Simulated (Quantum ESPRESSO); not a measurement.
AlBO₃ is modelled in the trigonal space group R-3c, hexagonal axes (No. 167), Pearson symbol hR10. Conventional cell: a = b = 4.5055 Å, c = 13.9029 Å, α = β = 90.00°, γ = 120.00°. B on 6a has 3 O at 1.387 Å (trigonal planar). O on 18e sees 1 B at 1.387 Å and 2 Al at 1.945 Å (trigonal planar). Al on 6b sees 6 O at 1.945 Å (octahedral). (Neighbours: up to the widest gap in distance over summed covalent radii, below 1.35, at either atom; cation-cation contacts left out.)
(The calculation used a cell of 10 atoms; values per cell refer to that cell.)

The geometry is that of Materials Project entry mp-8110, symmetrised and not relaxed again.

Problem. What does norm-conserving PBEsol (Quantum ESPRESSO, 84 Ry, no spin-orbit coupling) give for the electronic structure near the Fermi level?

Solution. The PBEsol gap is 5.75 eV; at least one edge lies off the plotted path, at a point of the SCF mesh. The smallest direct gap is 5.86 eV.
